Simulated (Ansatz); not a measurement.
Consider the following.

TlBr:
```
CELL_PARAMETERS angstrom
      4.56180     0.00000     0.00000
     -2.28090     3.95063     0.00000
      0.00000     0.00000     4.29596
ATOMIC_POSITIONS crystal
  Tl 0.00000 0.00000 0.00000
  Br 0.66667 0.33333 0.50000
```

This is the PBE+D3(BJ)-relaxed structure.

### Question
All from plane-wave PAW PBE+D3(BJ) (Ansatz code), unless another level is named. Give the electron effective mass with spin–orbit coupling.

### Answer
0.44, 0.49, 0.49 mₑ (principal values).

### Question
Give the gap with spin–orbit coupling.

### Answer
1.87 eV.

### Question
Give the HSE06 gap on the PBE+D3(BJ) cell.

### Answer
3.08 eV.

### Question
Next, the valence-band maximum?

### Answer
at A.

Space group P-6m2. The cell is a constructed one: a structure type filled with these elements; neither database checked (COD, Materials Project) lists it. COD files the formula under space group No. 221, so this cell is another polymorph or a model. Whether it is the stable phase at ambient conditions was not checked. Symmetry was held in the PBE+D3(BJ) relaxation; phonons on a q-mesh show no instability. Spin–orbit coupling is left out wherever it is not named.

Potentials: the later of the program's two PAW sets.
